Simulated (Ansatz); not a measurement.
La$_{2}$O$_{3}$:
```xyz
5
Lattice="3.9352 0.0000 0.0000 -1.9676 3.4080 0.0000 0.0000 0.0000 6.1263" Properties=species:S:1:pos:R:3 pbc="T T T"
La     0.0000     2.2720     1.5079
La     1.9676     1.1360     4.6185
O      0.0000     0.0000     0.0000
O      0.0000     2.2720     3.9584
O      1.9676     1.1360     2.1680
```

Relaxed with r²SCAN.

Question: Map the electron localisation function on the plane through (0.333, 0.667, 0.246) spanned by u = [0, 0, 1] and v = [1, -1, 0] in lattice vectors, from r²SCAN in the plane-wave PAW code Ansatz.

Answer: x is the fraction of u, y of v (the angle between them is 90°; rows are the nearest grid lines); atoms in the plane: La at (0.00, 0.00), La at (0.51, 0.33), O at (0.75, 0.67), O at (0.40, 0.00), O at (0.11, 0.33).
```
y \ x   0.000  0.0968  0.194  0.258  0.355  0.452  0.548  0.645  0.742  0.806  0.903   1.00
------  -----  ------  -----  -----  -----  -----  -----  -----  -----  -----  -----  -----
1.00    0.001   0.752  0.292  0.582  0.569  0.629  0.739  0.111  0.058  0.668  0.727  0.001
0.912   0.785   0.870  0.138  0.409  0.828  0.821  0.499  0.048  0.045  0.286  0.865  0.785
0.853   0.836   0.677  0.046  0.191  0.663  0.568  0.096  0.097  0.264  0.103  0.521  0.836
0.765   0.044   0.024  0.016  0.031  0.088  0.040  0.091  0.689  0.821  0.801  0.288  0.044
0.706   0.096   0.015  0.013  0.014  0.015  0.024  0.338  0.819  0.572  0.756  0.702  0.096
0.618   0.084   0.018  0.018  0.015  0.013  0.022  0.266  0.809  0.670  0.785  0.685  0.084
0.529   0.052   0.260  0.243  0.056  0.033  0.242  0.162  0.187  0.683  0.665  0.161  0.052
0.471   0.367   0.716  0.619  0.164  0.247  0.855  0.835  0.301  0.129  0.197  0.048  0.367
0.382   0.807   0.672  0.822  0.407  0.747  0.584  0.385  0.858  0.132  0.023  0.298  0.807
0.294   0.813   0.571  0.820  0.424  0.757  0.425  0.238  0.859  0.159  0.021  0.333  0.813
0.235   0.512   0.802  0.733  0.229  0.419  0.805  0.810  0.775  0.054  0.020  0.075  0.512
0.147   0.661   0.292  0.055  0.073  0.320  0.208  0.159  0.057  0.019  0.057  0.563  0.661
0.0882  0.719   0.801  0.119  0.366  0.817  0.800  0.367  0.041  0.030  0.356  0.859  0.719
0.000   0.001   0.752  0.292  0.582  0.569  0.629  0.739  0.111  0.058  0.668  0.727  0.001
```

The density is the valence pseudo-density with augmentation charge, so density and ELF within about 1 Å of a nucleus are not all-electron values.

Space group P-3m1 (La2O3 or Ni2Al3 type). Symmetry was held in the r²SCAN relaxation. Spin–orbit coupling is left out wherever it is not named.

Potentials: the later of the program's two PAW sets.
